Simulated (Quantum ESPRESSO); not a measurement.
Os2RuTi4Ir, input and log of a self-consistent run

A calculation, not a measurement. The program is pw.x of Quantum ESPRESSO 7.5 (plane-wave density functional theory). The cell is made up: eight metal atoms on a hexagonal close-packed lattice, with elements, volume, strain and displacements drawn at random and not relaxed, so it may be unstable or far from any real phase. PseudoDojo standard norm-conserving files set the functional (PBE unless stated); there is no spin polarisation or spin-orbit coupling, the Fermi-Dirac width of 0.25 eV means electrons at about 2900 K, and the masses in the input are unused placeholders. Heavy elements are run without spin-orbit coupling, which real alloys of them have. A spin test at this wide smearing found no moment, but such smearing suppresses magnetism that the real alloy may have.

Input:

```
&control calculation='scf', pseudo_dir='./dojo.nc.sr.pbe.v0_5.standard.upf', outdir='./o', disk_io='minimal', tprnfor=.true., tstress=.true. /
&system ibrav=0, nat=8, ntyp=4, nbnd=75, ecutwfc=84.00895049, nosym=.true., tot_charge=0,
 occupations='smearing', smearing='fd', degauss=0.0183746611
/
&electrons conv_thr=1.470e-08, electron_maxstep=70, mixing_beta=0.5 /
ATOMIC_SPECIES
Ir 1.0 Ir.upf
Os 1.0 Os.upf
Ru 1.0 Ru.upf
Ti 1.0 Ti.upf
CELL_PARAMETERS angstrom
2.7833 0.0434 -0.0107
1.3707 -2.3733 -4.3877
1.521 7.2056 -4.3871
ATOMIC_POSITIONS angstrom
Os 0.0162 -0.1219 0.0458
Os 1.556 2.4389 -4.51
Ru 1.3792 -0.7897 -2.046
Ti 2.835 1.6779 -6.5015
Ti 2.8444 4.7431 -4.4963
Ti 2.7849 0.0478 -4.3815
Ti 2.9834 1.7196 -2.2809
Ir 4.1525 4.0665 -6.6406
K_POINTS automatic
9 5 3 1 1 1
```

The log is shortened where brackets say so; the opening notice, blank lines, dates and the lines on written files are dropped, and the path of the files is cut. It prints rydbergs, bohrs and kilobars, and counts compression as positive stress. Its total energy is the free energy E - TS of the whole cell.

```
     Program PWSCF v.7.5
     Parallel version (MPI & OpenMP), running on       4 processor cores
     Number of MPI processes:                 4
     Threads/MPI process:                     1
     [start-up lines left out]
     bravais-lattice index     =            0
     lattice parameter (alat)  =       5.2604  a.u.
     unit-cell volume          =     788.2280 (a.u.)^3
     number of atoms/cell      =            8
     number of atomic types    =            4
     number of electrons       =       113.00
     number of Kohn-Sham states=           75
     kinetic-energy cutoff     =      84.0090  Ry
     charge density cutoff     =     336.0358  Ry
     scf convergence threshold =      1.5E-08
     mixing beta               =       0.5000
     number of iterations used =            8  plain     mixing
     Exchange-correlation= PBE
                           (   1   4   3   4   0   0   0)
     [axes and pseudopotential details left out]
   Cartesian axes
     site n.     atom                  positions (alat units)
         1        Os     tau(   1) = (   0.0058197  -0.0437913   0.0164532  )
         2        Os     tau(   2) = (   0.5589765   0.8761490  -1.6201698  )
         3        Ru     tau(   3) = (   0.4954630  -0.2836914  -0.7350038  )
         4        Ti     tau(   4) = (   1.0184437   0.6027678  -2.3355951  )
         5        Ti     tau(   5) = (   1.0218206   1.7039085  -1.6152482  )
         6        Ti     tau(   6) = (   1.0004458   0.0171716  -1.5740075  )
         7        Ti     tau(   7) = (   1.0717549   0.6177481  -0.8193892  )
         8        Ir     tau(   8) = (   1.4917417   1.4608471  -2.3855653  )
     number of k points=    68  Fermi-Dirac smearing, width (Ry)=  0.0184
                       cart. coord. in units 2pi/alat
        k(    1) = (   0.0550578   0.0185132  -0.0562562), wk =   0.0296296
        k(    2) = (   0.0584867  -0.1752827   0.0496388), wk =   0.0296296
     [further k points left out]
     Dense  grid:    82041 G-vectors     FFT dimensions: (  32,  60,  96)
     Estimated max dynamical RAM per process >     356.78 MB
     Estimated total dynamical RAM >       1.33 GB
     Initial potential from superposition of free atoms
     starting charge     112.9923, renormalised to     113.0000
     Starting wfcs are   80 randomized atomic wfcs
     total cpu time spent up to now is       14.3 secs
     per-process dynamical memory:   290.7 Mb
     Self-consistent Calculation
     iteration #  1     ecut=    84.01 Ry     beta= 0.50
     Davidson diagonalization with overlap
     ethr =  1.00E-02,  avg # of iterations =  2.8
     total cpu time spent up to now is       50.1 secs
     total energy              =   -1308.30919194 Ry
     estimated scf accuracy    <       5.84054394 Ry
     iteration #  2     ecut=    84.01 Ry     beta= 0.50
     Davidson diagonalization with overlap
     ethr =  5.17E-03,  avg # of iterations =  5.1
     total cpu time spent up to now is       89.4 secs
     total energy              =   -1304.44267141 Ry
     estimated scf accuracy    <     169.25477002 Ry
     iteration #  3     ecut=    84.01 Ry     beta= 0.50
     Davidson diagonalization with overlap
     ethr =  5.17E-03,  avg # of iterations =  5.0
     total cpu time spent up to now is      117.8 secs
     total energy              =   -1311.66764702 Ry
     estimated scf accuracy    <      12.15895688 Ry
     iteration #  4     ecut=    84.01 Ry     beta= 0.50
     Davidson diagonalization with overlap
     ethr =  5.17E-03,  avg # of iterations =  2.0
     total cpu time spent up to now is      142.6 secs
     total energy              =   -1312.09381335 Ry
     estimated scf accuracy    <       6.19425519 Ry
     iteration #  5     ecut=    84.01 Ry     beta= 0.50
     Davidson diagonalization with overlap
     ethr =  5.17E-03,  avg # of iterations =  1.0
     total cpu time spent up to now is      170.6 secs
     total energy              =   -1312.18944341 Ry
     estimated scf accuracy    <       1.93684040 Ry
     [iterations 6 to 15 left out]
     iteration # 16     ecut=    84.01 Ry     beta= 0.50
     Davidson diagonalization with overlap
     ethr =  5.92E-08,  avg # of iterations =  1.4
     total cpu time spent up to now is      432.1 secs
     total energy              =   -1312.24469858 Ry
     estimated scf accuracy    <       0.00001361 Ry
     iteration # 17     ecut=    84.01 Ry     beta= 0.50
     Davidson diagonalization with overlap
     ethr =  1.20E-08,  avg # of iterations =  3.4
     total cpu time spent up to now is      460.8 secs
     total energy              =   -1312.24470012 Ry
     estimated scf accuracy    <       0.00000524 Ry
     iteration # 18     ecut=    84.01 Ry     beta= 0.50
     Davidson diagonalization with overlap
     ethr =  4.64E-09,  avg # of iterations =  1.6
     total cpu time spent up to now is      490.0 secs
     total energy              =   -1312.24470059 Ry
     estimated scf accuracy    <       0.00000035 Ry
     iteration # 19     ecut=    84.01 Ry     beta= 0.50
     Davidson diagonalization with overlap
     ethr =  3.08E-10,  avg # of iterations =  4.8
     total cpu time spent up to now is      525.7 secs
     total energy              =   -1312.24470065 Ry
     estimated scf accuracy    <       0.00000005 Ry
     iteration # 20     ecut=    84.01 Ry     beta= 0.50
     Davidson diagonalization with overlap
     ethr =  4.51E-11,  avg # of iterations =  3.4
     total cpu time spent up to now is      563.1 secs
     End of self-consistent calculation
     [lines on levels left out]
!    total energy              =   -1312.24470065 Ry
     estimated scf accuracy    <          8.5E-09 Ry
     smearing contrib. (-TS)   =      -0.13619559 Ry
     internal energy E=F+TS    =   -1312.10850506 Ry
     The total energy is F=E-TS. E is the sum of the following terms:
     one-electron contribution =    -305.90905459 Ry
     hartree contribution      =     217.89749598 Ry
     xc contribution           =    -230.83880476 Ry
     ewald contribution        =    -993.25814168 Ry
     convergence has been achieved in  20 iterations
     Forces acting on atoms (cartesian axes, Ry/au):
     atom    1 type  2   force =    -0.03786484    0.08347517   -0.02145440
     atom    2 type  2   force =    -0.02026338   -0.02690949    0.07846623
     atom    3 type  3   force =    -0.00726076    0.00514543   -0.04067518
     atom    4 type  4   force =     0.01772729    0.03966511   -0.03707142
     atom    5 type  4   force =     0.00322327    0.00495543    0.00631473
     atom    6 type  4   force =    -0.00111109   -0.04644698    0.04175861
     atom    7 type  4   force =    -0.00351433   -0.04241086   -0.00826540
     atom    8 type  1   force =     0.04906384   -0.01747380   -0.01907316
     Total force =     0.173442     Total SCF correction =     0.000379
     Computing stress (Cartesian axis) and pressure
          total   stress  (Ry/bohr**3)                   (kbar)     P=      141.31
   0.00106103  -0.00010552   0.00010721          156.08      -15.52       15.77
  -0.00010552   0.00040110  -0.00015207          -15.52       59.00      -22.37
   0.00010721  -0.00015207   0.00141973           15.77      -22.37      208.85
     init_run     :      9.03s CPU      9.31s WALL (       1 calls)
     electrons    :    540.59s CPU    548.89s WALL (       1 calls)
     forces       :      5.14s CPU      5.14s WALL (       1 calls)
     stress       :     18.05s CPU     18.06s WALL (       1 calls)
     [timing details left out]
     PWSCF        :   9m37.82s CPU   9m46.49s WALL
     JOB DONE.
```

In other units: free energy -17853.999 eV for the cell, pressure 14.13 GPa, largest force component 2.146 eV/Å in size. The run took 588 s of wall time with four MPI processes on a shared machine (Intel Xeon, older, virtual cores), so the time is rough. A rerun of this cell at a higher cutoff and on a denser mesh moved values by no more than 0.005 eV in energy, 0.04 GPa in stress and 0.006 eV/Å in force, and a second program with other atomic files agreed on that cell to 2 % rms in force and 0.5 GPa in pressure.